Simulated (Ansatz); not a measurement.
BeAlNO:
```
BeAlNO
1.0
    2.97984     0.00000     0.00000
   -1.48992     2.58062     0.00000
    0.00000     0.00000     4.65034
Al Be O N
1 1 1 1
Cartesian
  0.00000   1.72041   2.37779
  1.48992   0.86021   4.60663
  0.00000   1.72041   0.53341
  1.48992   0.86021   2.94539
```

Relaxed with r²SCAN.

Map the valence electron density (e/Å³), cut off at 1 on the plane through (0.333, 0.667, 0.511) spanned by u = [0, 0, 1] and v = [1, -1, 0] in lattice vectors, from DFT-r²SCAN in the program Ansatz with PAW potentials.

x is the fraction of u, y of v (the angle between them is 90°; rows are the nearest grid lines); atoms in the plane: Al at (0.00, 0.00), Be at (0.48, 0.33), O at (0.60, 0.00), N at (0.12, 0.33).
```
|        .:#@@@@@@@@=.   |
|        .:*@@@@@@@%=.   |
|   ..    :+@@@@@@@+-.   |
| ....    .-*@@@@@*-:.   |
|.....      .::::..     .|
|....         ...       .|
|                        |
|                        |
|                        |
|                        |
|.....                  .|
|::-::..               .:|
|*@@@@#+-:.. ...     .:=*|
|@@@@@@%+-:. ...     .-+@|
|@@@@@@@#=:.  ..     .-#@|
|@@@@@@@@+:          .-%@|
|@@@@@@@%+:          .-%@|
|@@@@@@@*=:. ....    .-#@|
|@@@@@@#=-:..:::..   .-+@|
|#@@@@#=::.::-==-:....:=#|
|::---:....-#@@@@@*-:...:|
|  ....  .:+@@@@@@@+-.   |
|        .:*@@@@@@@%=.   |
|        .:#@@@@@@@@=.   |
```
Scale: ten equal steps from 0.035 (start of ' ') to 1.00 (end of '@'), in the order ' .:-=+*#%@'; x runs from 0.000 to 1.00, y from 0.000 (bottom) to 1.00 (top).

The density is the valence pseudo-density with augmentation charge, so density and ELF within about 1 Å of a nucleus are not all-electron values.

Space group P3m1. The start of the workflow was typed in or built on a structure type; neither database checked (COD, Materials Project) lists it. Its standing as an ambient phase is unchecked. Symmetry was held in the r²SCAN relaxation; its stability against distortions is not shown here.

Potentials: the earlier of the program's two PAW sets. The files were generated under PBE; for other functionals the program regenerates the frozen cores, and for LDA and PBEsol the local potential too.
